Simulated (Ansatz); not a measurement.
Question: AlN in space group P6_3mc (No. 186; Al on 2a, Al on 2b, N on 2a, N on 2b) is relaxed with DFT-HSE06 in the program Ansatz with PAW potentials. What lattice parameters of the conventional cell result?

Answer: a = 3.095 Å, c = 10.020 Å.

Question: Give the free coordinates with the occupied sites.

Answer: In one choice of origin and axes:

| atom | site | symmetry | x | y | z |
|---|---|---|---|---|---|
| Al | 2a | 3m. | 0.0000 | 0.0000 | 0.0015 |
| Al | 2b | 3m. | 0.3333 | 0.6667 | 0.2503 |
| N | 2a | 3m. | 0.0000 | 0.0000 | 0.3119 |
| N | 2b | 3m. | 0.3333 | 0.6667 | 0.0619 |

Question: Is it a metal or does it have a gap at this level?

Answer: A gap of 5.31 eV, indirect.

A made-up cell: these elements were put on the sites of a structure type. Its sites differ from those of the usual phase in this space group: another stacking or structure type. The HSE06 relaxation kept the symmetry of its start; whether a distortion lowers the energy is not shown. The hybrid was solved on a coarse mesh, the path and, where they were found, the r²SCAN edge points; its band edges are the extreme levels among these.

Potentials: the later of the program's two PAW sets.
